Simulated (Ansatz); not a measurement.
Ti:
```cif
data_Ti2
_chemical_formula_sum 'Ti2'
_space_group_name_H-M_alt 'P 1'
_space_group_IT_number 1
_cell_length_a 4.14700
_cell_length_b 4.14700
_cell_length_c 4.14700
_cell_angle_alpha 60.000
_cell_angle_beta 60.000
_cell_angle_gamma 60.000
loop_
_space_group_symop_operation_xyz
  'x, y, z'
loop_
_atom_site_label
_atom_site_type_symbol
_atom_site_fract_x
_atom_site_fract_y
_atom_site_fract_z
_atom_site_occupancy
Ti1 Ti 0.00000 0.00000 0.00000 1
Ti2 Ti 0.25000 0.25000 0.25000 1
```
Starting moments (μB, in the order of the atoms Ti Ti): 2.1 2.1.

Relaxed with PBEsol.

Task: Which orbitals make up the states near the Fermi level in DFT-PBEsol in the program Ansatz with PAW potentials?

Result: Within 0.5 eV of the Fermi level: Ti 3d 85 %, Ti 4s 9 %, outside the projected shells 5 %. Projections are on Löwdin-orthogonalised atomic valence shells; empty p or d shells of many metals are not among them.

Task: Tabulate the density of states.

Result: States/eV per cell of 2 atoms, in 0.25 eV bins, energy from the Fermi level.

```csv
E (eV),total,Ti 3d,Ti 4s,Ti 3s
-5.20,0.00,0.00,0.00,0.00
-4.95,0.04,0.00,0.04,0.00
-4.70,0.09,0.00,0.08,0.01
-4.45,0.12,0.00,0.11,0.01
-4.20,0.15,0.00,0.13,0.01
-3.95,0.20,0.00,0.18,0.01
-3.70,0.28,0.01,0.25,0.02
-3.45,0.34,0.02,0.30,0.02
-3.20,0.41,0.03,0.35,0.02
-2.95,0.48,0.05,0.40,0.02
-2.70,0.58,0.09,0.45,0.02
-2.45,0.74,0.18,0.52,0.02
-2.20,0.95,0.39,0.51,0.01
-1.95,2.34,1.86,0.40,0.01
-1.70,1.82,1.38,0.38,0.01
-1.45,1.49,1.12,0.32,0.01
-1.20,3.34,2.48,0.76,0.02
-0.95,3.78,3.21,0.40,0.01
-0.70,5.85,5.31,0.40,0.01
-0.45,4.69,3.99,0.53,0.01
-0.20,3.28,2.86,0.24,0.01
0.05,3.36,2.92,0.16,0.01
0.30,3.46,2.87,0.37,0.02
0.55,2.89,2.44,0.37,0.02
0.80,2.29,2.05,0.16,0.01
1.05,4.14,3.89,0.11,0.01
1.30,7.11,6.29,0.59,0.01
1.55,3.95,3.47,0.24,0.01
1.80,4.28,3.62,0.28,0.02
2.05,1.39,1.11,0.07,0.00
2.30,2.43,2.15,0.08,0.00
2.55,3.88,3.46,0.14,0.01
2.80,3.00,2.68,0.13,0.01
3.05,5.21,4.65,0.30,0.02
3.30,2.22,1.61,0.35,0.02
3.55,1.64,1.07,0.24,0.01
3.80,2.12,1.44,0.25,0.02
4.05,2.46,1.74,0.24,0.02
4.30,2.32,1.68,0.20,0.02
4.55,4.06,3.29,0.27,0.02
4.80,1.86,0.94,0.37,0.02
```

Space group Fd-3m (diamond). The start of the workflow was typed in or built on a structure type; neither database checked (COD, Materials Project) lists it. It is not the phase usual at ambient conditions (space group No. 194). The cell was relaxed with PBEsol under the symmetry of its start. At this level the phase is mechanically unstable. Magnetic state: ferromagnetic, chosen from 4 collinear starts compared on coarse meshes (ties went to the first, and starts can fall back to one state), not a proven ground state.

Potentials: the later of the program's two PAW sets.
